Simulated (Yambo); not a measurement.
Absorption of NaOH (space group P2_1/m, No. 11) with and without the electron-hole interaction (Yambo, PBEsol bands; 8×8×4 mesh, 6 valence and 4 conduction bands, static screening with 38 bands and a 3 Ry block, scissor 2.83 eV, Tamm-Dancoff; field along x). Axes are Cartesian, with cell vectors (Å) (3.37, 0.00, 0.12), (0.00, 3.44, 0.00), (-1.36, 0.00, 5.12).

```json
[
 {"E (eV)": "4.15", "Im ε, BSE": "0.10", "Im ε, independent quasiparticles": "0.02"},
 {"E (eV)": "4.25", "Im ε, BSE": "0.12", "Im ε, independent quasiparticles": "0.02"},
 {"E (eV)": "4.35", "Im ε, BSE": "0.14", "Im ε, independent quasiparticles": "0.02"},
 {"E (eV)": "4.45", "Im ε, BSE": "0.16", "Im ε, independent quasiparticles": "0.02"},
 {"E (eV)": "4.55", "Im ε, BSE": "0.20", "Im ε, independent quasiparticles": "0.02"},
 {"E (eV)": "4.65", "Im ε, BSE": "0.25", "Im ε, independent quasiparticles": "0.02"},
 {"E (eV)": "4.75", "Im ε, BSE": "0.32", "Im ε, independent quasiparticles": "0.02"},
 {"E (eV)": "4.85", "Im ε, BSE": "0.43", "Im ε, independent quasiparticles": "0.02"},
 {"E (eV)": "4.95", "Im ε, BSE": "0.61", "Im ε, independent quasiparticles": "0.02"},
 {"E (eV)": "5.05", "Im ε, BSE": "0.94", "Im ε, independent quasiparticles": "0.03"},
 {"E (eV)": "5.15", "Im ε, BSE": "1.61", "Im ε, independent quasiparticles": "0.03"},
 {"E (eV)": "5.25", "Im ε, BSE": "3.02", "Im ε, independent quasiparticles": "0.03"},
 {"E (eV)": "5.35", "Im ε, BSE": "5.10", "Im ε, independent quasiparticles": "0.03"},
 {"E (eV)": "5.45", "Im ε, BSE": "4.50", "Im ε, independent quasiparticles": "0.04"},
 {"E (eV)": "5.55", "Im ε, BSE": "2.53", "Im ε, independent quasiparticles": "0.04"},
 {"E (eV)": "5.65", "Im ε, BSE": "1.54", "Im ε, independent quasiparticles": "0.04"},
 {"E (eV)": "5.75", "Im ε, BSE": "1.21", "Im ε, independent quasiparticles": "0.05"},
 {"E (eV)": "5.85", "Im ε, BSE": "1.33", "Im ε, independent quasiparticles": "0.06"},
 {"E (eV)": "5.95", "Im ε, BSE": "1.66", "Im ε, independent quasiparticles": "0.07"},
 {"E (eV)": "6.05", "Im ε, BSE": "1.33", "Im ε, independent quasiparticles": "0.09"},
 {"E (eV)": "6.15", "Im ε, BSE": "0.90", "Im ε, independent quasiparticles": "0.11"},
 {"E (eV)": "6.25", "Im ε, BSE": "0.76", "Im ε, independent quasiparticles": "0.16"},
 {"E (eV)": "6.35", "Im ε, BSE": "0.76", "Im ε, independent quasiparticles": "0.25"},
 {"E (eV)": "6.45", "Im ε, BSE": "0.75", "Im ε, independent quasiparticles": "0.28"},
 {"E (eV)": "6.55", "Im ε, BSE": "0.79", "Im ε, independent quasiparticles": "0.26"},
 {"E (eV)": "6.65", "Im ε, BSE": "0.83", "Im ε, independent quasiparticles": "0.31"},
 {"E (eV)": "6.75", "Im ε, BSE": "0.82", "Im ε, independent quasiparticles": "0.46"},
 {"E (eV)": "6.85", "Im ε, BSE": "0.75", "Im ε, independent quasiparticles": "0.61"},
 {"E (eV)": "6.95", "Im ε, BSE": "0.73", "Im ε, independent quasiparticles": "0.67"},
 {"E (eV)": "7.05", "Im ε, BSE": "0.77", "Im ε, independent quasiparticles": "0.77"},
 {"E (eV)": "7.15", "Im ε, BSE": "0.72", "Im ε, independent quasiparticles": "0.83"},
 {"E (eV)": "7.25", "Im ε, BSE": "0.67", "Im ε, independent quasiparticles": "0.90"},
 {"E (eV)": "7.35", "Im ε, BSE": "0.69", "Im ε, independent quasiparticles": "0.86"},
 {"E (eV)": "7.45", "Im ε, BSE": "0.69", "Im ε, independent quasiparticles": "0.94"},
 {"E (eV)": "7.55", "Im ε, BSE": "0.64", "Im ε, independent quasiparticles": "1.00"},
 {"E (eV)": "7.65", "Im ε, BSE": "0.65", "Im ε, independent quasiparticles": "0.93"},
 {"E (eV)": "7.75", "Im ε, BSE": "0.75", "Im ε, independent quasiparticles": "1.01"},
 {"E (eV)": "7.85", "Im ε, BSE": "0.93", "Im ε, independent quasiparticles": "1.00"},
 {"E (eV)": "7.95", "Im ε, BSE": "1.03", "Im ε, independent quasiparticles": "0.90"},
 {"E (eV)": "8.05", "Im ε, BSE": "1.12", "Im ε, independent quasiparticles": "1.00"},
 {"E (eV)": "8.15", "Im ε, BSE": "1.17", "Im ε, independent quasiparticles": "1.14"},
 {"E (eV)": "8.25", "Im ε, BSE": "1.24", "Im ε, independent quasiparticles": "1.12"},
 {"E (eV)": "8.35", "Im ε, BSE": "1.35", "Im ε, independent quasiparticles": "1.00"},
 {"E (eV)": "8.45", "Im ε, BSE": "1.61", "Im ε, independent quasiparticles": "0.96"},
 {"E (eV)": "8.55", "Im ε, BSE": "1.99", "Im ε, independent quasiparticles": "0.91"},
 {"E (eV)": "8.65", "Im ε, BSE": "2.08", "Im ε, independent quasiparticles": "0.84"},
 {"E (eV)": "8.75", "Im ε, BSE": "1.78", "Im ε, independent quasiparticles": "0.88"},
 {"E (eV)": "8.85", "Im ε, BSE": "1.32", "Im ε, independent quasiparticles": "0.97"},
 {"E (eV)": "8.95", "Im ε, BSE": "1.07", "Im ε, independent quasiparticles": "1.08"},
 {"E (eV)": "9.05", "Im ε, BSE": "1.07", "Im ε, independent quasiparticles": "1.12"},
 {"E (eV)": "9.15", "Im ε, BSE": "1.12", "Im ε, independent quasiparticles": "1.08"},
 {"E (eV)": "9.25", "Im ε, BSE": "1.19", "Im ε, independent quasiparticles": "1.06"},
 {"E (eV)": "9.35", "Im ε, BSE": "1.10", "Im ε, independent quasiparticles": "1.05"},
 {"E (eV)": "9.45", "Im ε, BSE": "0.92", "Im ε, independent quasiparticles": "0.93"},
 {"E (eV)": "9.55", "Im ε, BSE": "0.83", "Im ε, independent quasiparticles": "0.84"},
 {"E (eV)": "9.65", "Im ε, BSE": "0.76", "Im ε, independent quasiparticles": "0.88"},
 {"E (eV)": "9.75", "Im ε, BSE": "0.74", "Im ε, independent quasiparticles": "0.98"},
 {"E (eV)": "9.85", "Im ε, BSE": "0.74", "Im ε, independent quasiparticles": "0.99"},
 {"E (eV)": "9.95", "Im ε, BSE": "0.76", "Im ε, independent quasiparticles": "1.10"},
 {"E (eV)": "10.05", "Im ε, BSE": "0.83", "Im ε, independent quasiparticles": "1.31"},
 {"E (eV)": "10.15", "Im ε, BSE": "0.87", "Im ε, independent quasiparticles": "1.41"},
 {"E (eV)": "10.25", "Im ε, BSE": "0.86", "Im ε, independent quasiparticles": "1.34"},
 {"E (eV)": "10.35", "Im ε, BSE": "0.85", "Im ε, independent quasiparticles": "1.25"},
 {"E (eV)": "10.45", "Im ε, BSE": "0.80", "Im ε, independent quasiparticles": "1.18"},
 {"E (eV)": "10.55", "Im ε, BSE": "0.77", "Im ε, independent quasiparticles": "1.09"},
 {"E (eV)": "10.65", "Im ε, BSE": "0.72", "Im ε, independent quasiparticles": "1.01"},
 {"E (eV)": "10.75", "Im ε, BSE": "0.71", "Im ε, independent quasiparticles": "1.04"},
 {"E (eV)": "10.85", "Im ε, BSE": "0.73", "Im ε, independent quasiparticles": "1.07"},
 {"E (eV)": "10.95", "Im ε, BSE": "0.78", "Im ε, independent quasiparticles": "1.15"},
 {"E (eV)": "11.05", "Im ε, BSE": "0.85", "Im ε, independent quasiparticles": "1.33"}
]
```

The scissor comes from a G0W0 run whose convergence isn't established. Broadening 0.15 eV. The band window holds all transitions up to 13.3 eV. Fine structure above the onset can come from the mesh.

Geometry relaxed with PBE+D3(BJ); primitive cell a = 3.367 Å, b = 3.441 Å, c = 5.301 Å, α = 90.00°, β = 102.92°, γ = 90.00°.
